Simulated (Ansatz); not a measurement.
## O interstitial in La3Tl, calculated

All numbers are calculated (PBEsol, no spin polarisation, no spin-orbit coupling; Ansatz, PAW set soft_2, 420 eV, k-mesh 2×2×2 shifted by half a step), not measured.

The relaxed host crystal (Kohn–Sham gap 0.15 eV on this mesh):

```
La Tl
1.0
    -2.44385    2.44385    5.10167
     2.44385   -2.44385    5.10167
     2.44385    2.44385   -5.10167
La Tl
3 1
Direct
  0.75000 0.25000 0.50000
  0.25000 0.75000 0.50000
  0.50000 0.50000 0.00000
  0.00000 0.00000 0.00000
```

Supercell of 32 atoms, rows of the matrix [[-2,0,-2],[0,2,2],[1,1,0]] times the cell vectors; O interstitial at (0.250, 0.250, 0.000) in fractions of the cell above. Atoms are relaxed at the host's cell, from a start shaken by 0.05 Å near the defect.

Nearest atoms to the added O: relaxed La 2.28 Å, La 2.47 Å, La 2.48 Å, La 2.48 Å, La 2.49 Å.

```
charge  gap of the cell on the mesh (eV)
     0                              0.07
```

Formation energy of the neutral defect: -5.01 eV, taking atoms from and to the elements' standard states (no corrections for gases), so it belongs to those chemical potentials alone.

A negative value doesn't mean that the atoms enter by themselves: with the elements as reservoirs, compounds of them would form first.

Caveats: small supercell, so energies and levels can be off by tenths of an eV; one random start near the defect, so other minima are possible.
